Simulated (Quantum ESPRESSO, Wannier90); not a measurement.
# InN (wurtzite): Wannier90 run

```xyz
4
Lattice="3.5506 0.0000 0.0000 -1.7753 3.0749 0.0000 0.0000 0.0000 5.7326" Properties=species:S:1:pos:R:3 pbc="T T T"
In    -1.7753     1.0250    -2.8635
In     1.7753    -1.0250     0.0028
N     -1.7753     1.0250    -0.6907
N      1.7753    -1.0250     2.1756
```

Structure: Materials Project mp-22205, symmetrised, not relaxed again. COD (Crystallography Open Database) has the formula in 2 space groups, this one among them (matched by group alone). Method: PBEsol plane waves in Quantum ESPRESSO 7.5 (PseudoDojo norm-conserving files, 68 Ry, spinors with spin-orbit coupling), Bloch states on a 6×6×4 mesh through Γ, Wannier90 4.0.1. Density: 12×12×6 mesh, Gaussian smearing 0.01 Ry. With spin-orbit coupling a semilocal functional can close or falsely invert a small gap; the band order was not checked against a better method.

A tight-binding model is made by disentanglement and projection with no localisation steps (num_iter = 0), so the 28 orbitals stay atom-like: hydrogen-like In: s;p; N: p, axes along x, y, z; frozen window up to 3.00 eV relative to the Fermi level. It follows pw.x to 1.8 meV rms for states up to 1.0 eV relative to the Fermi level. Matrix elements depend on this choice of orbitals and windows.

The 45 largest hoppings ⟨m,0|H|n,R⟩ between different sites (one of each Hermitian pair; signs follow the real orbitals' lobes; the list may end inside a set of equal values):

```csv
m,n,R,distance of the centres (Å),t (eV),Im t (eV)
N3 pz↑,In1 pz↑,0 0 0,2.39,2.781,0.000
N3 pz↓,In1 pz↓,0 0 0,2.39,2.781,0.000
N4 pz↑,In2 pz↑,0 0 0,2.39,2.781,0.000
N4 pz↓,In2 pz↓,0 0 0,2.39,2.781,0.000
In2 py↑,N3 py↑,1 0 0,2.39,2.388,0.000
In2 py↓,N3 py↓,1 0 0,2.39,2.388,0.000
N4 py↑,In1 py↑,1 0 1,2.39,2.388,0.000
N4 py↓,In1 py↓,1 0 1,2.39,2.388,0.000
N3 pz↑,In1 s↑,0 0 0,2.19,2.209,0.000
N3 pz↓,In1 s↓,0 0 0,2.19,2.209,0.000
N4 pz↑,In2 s↑,0 0 0,2.19,2.209,0.000
N4 pz↓,In2 s↓,0 0 0,2.19,2.209,0.000
In2 s↑,N3 py↑,1 0 0,2.17,2.119,0.000
In2 s↓,N3 py↓,1 0 0,2.17,2.119,0.000
N4 py↑,In1 s↑,1 0 1,2.17,-2.119,0.000
N4 py↓,In1 s↓,1 0 1,2.17,-2.119,0.000
In1 s↑,N4 px↑,0 1 -1,2.17,1.835,0.001
In1 s↓,N4 px↓,0 1 -1,2.17,1.835,-0.001
N3 px↑,In2 s↑,0 1 0,2.17,-1.835,0.001
N3 px↓,In2 s↓,0 1 0,2.17,-1.835,-0.001
In2 s↑,N3 px↑,1 -1 0,2.17,1.835,-0.001
In2 s↓,N3 px↓,1 -1 0,2.17,1.835,0.001
N4 px↑,In1 s↑,1 -1 1,2.17,-1.835,-0.001
N4 px↓,In1 s↓,1 -1 1,2.17,-1.835,0.001
In2 px↑,N3 px↑,1 -1 0,2.30,1.559,-0.015
In2 px↓,N3 px↓,1 -1 0,2.30,1.559,0.015
N4 px↑,In1 px↑,1 -1 1,2.30,1.559,0.015
N4 px↓,In1 px↓,1 -1 1,2.30,1.559,-0.015
In1 px↑,N4 px↑,0 1 -1,2.30,1.559,0.015
In1 px↓,N4 px↓,0 1 -1,2.30,1.559,-0.015
N3 px↑,In2 px↑,0 1 0,2.30,1.559,-0.015
N3 px↓,In2 px↓,0 1 0,2.30,1.559,0.015
In2 py↑,N3 px↑,1 -1 0,2.12,-1.436,-0.022
In2 py↓,N3 px↓,1 -1 0,2.12,-1.436,0.022
N4 px↑,In1 py↑,1 -1 1,2.12,-1.436,0.022
N4 px↓,In1 py↓,1 -1 1,2.12,-1.436,-0.022
In1 py↑,N4 px↑,0 1 -1,2.12,1.436,-0.022
In1 py↓,N4 px↓,0 1 -1,2.12,1.436,0.022
N3 px↑,In2 py↑,0 1 0,2.12,1.436,0.022
N3 px↓,In2 py↓,0 1 0,2.12,1.436,-0.022
In2 px↑,N3 py↑,1 -1 0,2.30,-1.436,0.004
In2 px↓,N3 py↓,1 -1 0,2.30,-1.436,-0.004
N4 py↑,In1 px↑,1 -1 1,2.30,-1.436,-0.004
N4 py↓,In1 px↓,1 -1 1,2.30,-1.436,0.004
In1 px↑,N4 py↑,0 1 -1,2.30,1.436,0.004
```
